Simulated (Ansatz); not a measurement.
**Cold compression of Be (fcc type)**

```yaml
crystal:
  lattice:
    - [0.00000, 1.57356, 1.57356]
    - [1.57356, 0.00000, 1.57356]
    - [1.57356, 1.57356, 0.00000]
  atoms:
    - { symbol: Be, position: [0.00000, 0.00000, 0.00000] }
```

The cell comes from a relaxation on PAW files under the same functional, begun from a prototype that needn't be the stable phase.

Its volume is scaled at fixed shape and fractional positions.

Level of theory: DFT with PBEsol, scalar-relativistic, in Ansatz 0.2.0; a Γ-centred 23×23×23 k mesh, Fermi–Dirac smearing of 0.05 eV, no spin polarisation. LAPW: all electrons, basis error target 1 meV/atom; PAW: frozen-core files, cutoff 420 eV; crystal datasets: all electrons, by PAW datasets that the program makes for each cell; norm-conserving: pseudopotentials, cutoff 1197 eV; PAW (cutoff 1000 eV): frozen-core files, cutoff 1000 eV.

Energies are extrapolated to zero smearing and count from the unscaled cell; pressure is positive in compression; gaps take the mesh and a band path. No temperature or zero-point motion is included.

The PAW files were made under PBE. The structure type is held throughout; the real material can change phase at far lower pressure.

| V/V0 | V (Å³/atom) | P LAPW (GPa) | ΔE LAPW (eV/atom) | P PAW − LAPW (GPa) | ΔE PAW − LAPW (meV/atom) |
| --- | --- | --- | --- | --- | --- |
| 1.00 | 7.79 | -0.10 | 0.000 | 0.10 | 0.0 |
| 0.95 | 7.40 | 6.72 | 0.008 | 0.13 | 0.4 |
| 0.85 | 6.62 | 26.1 | 0.084 | 0.21 | 1.4 |
| 0.75 | 5.84 | 57.0 | 0.279 | 0.36 | 2.8 |
| 0.65 | 5.07 | 108.2 | 0.670 | 0.59 | 5.2 |
| 0.55 | 4.29 | 197.9 | 1.393 | 0.98 | 9.0 |
| 0.45 | 3.51 | 368.1 | 2.722 | 1.44 | 15.0 |
| 0.40 | 3.12 | ? | 3.782 | 1.50 | 18.7 |

(1) What belongs in the row "0.40", column "P LAPW (GPa)"?

(2) Fit the Vinet equation to the LAPW pressures over the whole range, with residuals weighted by 1/(|P| + 0.03·Pmax).

(3) From the table, what is the rise of the enthalpy H = E + pV up to the last row, and how stiff is the crystal between the last two rows?

(4) At the smallest volume, how far do crystal datasets and norm-conserving and PAW (cutoff 1000 eV) lie from LAPW in pressure?

## Answers

(1) 513.1.

(2) V0 = 7.79 Å³/atom, B0 = 117 GPa and B0′ = 3.76, and the fit misses no point by more than 5.6 GPa. A fit over so wide a range pins B0 less well than one near rest.

(3) ΔH = 3.782 eV + (513.1 GPa × 3.12 Å³ + 0.10 GPa × 7.79 Å³) × 0.006242 eV/(GPa·Å³) = 13.77 eV/atom, of which pV makes 73 %. The mean bulk modulus there is −ΔP/Δln V = 1230 GPa.

(4) crystal datasets: -0.02 GPa; norm-conserving: +9.96 GPa; PAW (cutoff 1000 eV): +1.45 GPa, on a LAPW pressure of 513.1 GPa.
